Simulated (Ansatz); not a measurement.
# Elastic constants of Os (P6_3/mmc), step by step

```
Os
1.0
     2.72910    0.00000    0.00000
    -1.36455    2.36347    0.00000
     0.00000    0.00000    4.30826
Os
2
Direct
  0.33333 0.66667 0.25000
  0.66667 0.33333 0.75000
```

The conventional cell has a = 2.729 Å, b = 2.729 Å, c = 4.308 Å, α = 90.00°, β = 90.00°, γ = 120.00°. Around Os (atom 1) lie 12 Os at 2.67 to 2.73 Å.

Level of theory, where no other is named: PBEsol, PAW on Ansatz 0.2.0's default frozen-core files (fitted under PBE), scalar-relativistic. k mesh 20×20×12, strains of ±0.008, Fermi-Dirac smearing of 0.100 eV, cutoff 420 eV. The cell was relaxed by PAW under this functional.

The cell is hexagonal and carries a residual pressure of 0.01 GPa at this level. Each strain component that symmetry leaves independent is applied at ±0.008, the ions relax wherever a strain frees them, and the stress (tension positive, GPa) is read. Shears are engineering strains, γ = 2ε.

```csv
strain,size,σxx,σyy,σzz,σyz,σxz,σxy
xx,-0.008,-6.6302,-1.9603,-1.8860,0.0000,0.0000,0.0000
xx,+0.008,6.1260,1.8674,1.8119,0.0000,0.0000,0.0000
zz,-0.008,-1.9277,-1.9277,-7.3718,0.0000,0.0000,0.0000
zz,+0.008,1.7727,1.7727,6.9242,0.0000,0.0000,0.0000
yz,-0.008,-0.0178,-0.0237,-0.0563,-2.2020,0.0000,0.0000
yz,+0.008,-0.0178,-0.0237,-0.0563,2.2020,0.0000,0.0000
```

A central difference gives one constant, for example C11 ≈ (6.1260 − (-6.6302))/(0.016) = 797.3 GPa; the program then imposes the crystal's symmetry on the whole matrix.

(1) What are the independent elastic constants?

(2) Is the crystal stable against homogeneous strain?

(3) What moduli does a random aggregate of grains have?

(4) With the density of 22.735 g/cm³, how fast does sound travel, and what Debye temperature follows?

Results:

(1) C11 = 797.3, C12 = 239.2, C13 = 231.2, C33 = 893.5, C44 = 275.3 GPa.

(2) The least eigenvalue of the 6×6 matrix is 275.3 GPa, so yes.

(3) Voigt and Reuss bounds: B from 431.5 to 432.4 and G from 284.1 to 285.0 GPa; their means are B = 431.9 and G = 284.5 GPa. Then E = 9BG/(3B + G) = 699.9 GPa, ν = (3B − 2G)/(6B + 2G) = 0.230 and B/G = 1.52, on the brittle side of Pugh's 1.75 (a rule of thumb).

(4) 

```csv
direction,slow (m/s),middle (m/s),fast (m/s)
x,3480,3503,5922
y,3480,3503,5922
z,3480,3480,6269
```

The mean of v⁻³ over directions and branches gives v_m = 3917 m/s and θ_D = (ħ/k_B) v_m (6π²n)^(1/3) = 485 K, n being atoms per volume. Young's modulus spans 682 to 790 GPa over directions, and the universal anisotropy index is 0.02.

Caveats: frozen-core PAW files fitted under PBE, their cores solved anew for the functional of the run; responses of metals move with mesh and smearing; no spin-orbit coupling on heavy atoms; elastic stability says nothing of phonons or of other phases.
